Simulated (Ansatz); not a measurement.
Starting structure of a cell relaxation (symmetry kept):

```
Zr Ni
1.0
     0.00000    3.35301    3.35301
     3.35301    0.00000    3.35301
     3.35301    3.35301    0.00000
Zr Ni
1 5
Cartesian
  0.0000 0.0000 0.0000
  5.0295 5.0295 5.0295
  4.1843 2.5217 4.1843
  4.1843 4.1843 2.5217
  2.5217 2.5217 2.5217
  2.5217 4.1843 4.1843
```

These are results of DFT PBEsol, scalar-relativistic, plane waves, PAW (Ansatz), not measurements.

Settings: cutoff 420 eV, Γ-centred mesh 10×10×10 on the computed 6-atom cell, Gaussian smearing of 0.10 eV; collinear spin from starting moments 0 0.33 0 0 0 0 μB.

Question: What does it relax to?

Answer: The volume goes down by 0.54 Å³/atom to 12.02 Å³/atom, and the energy falls by 14.4 meV/atom. The cell ends with a moment of 0.46 μB (only this magnetic start was tried). Final structure:
```cif
data_structure
_symmetry_space_group_name_H-M 'F-43m'
_symmetry_Int_Tables_number 216
_cell_length_a 6.6084
_cell_length_b 6.6084
_cell_length_c 6.6084
_cell_angle_alpha 90.000
_cell_angle_beta 90.000
_cell_angle_gamma 90.000
_cell_volume 288.59
loop_
_atom_site_label
_atom_site_type_symbol
_atom_site_symmetry_multiplicity
_atom_site_Wyckoff_symbol
_atom_site_fract_x
_atom_site_fract_y
_atom_site_fract_z
_atom_site_occupancy
Zr1 Zr 4 a 0.00000 0.00000 0.00000 1
Ni1 Ni 4 c 0.25000 0.25000 0.25000 1
Ni2 Ni 16 e 0.12395 0.37605 0.87605 1
```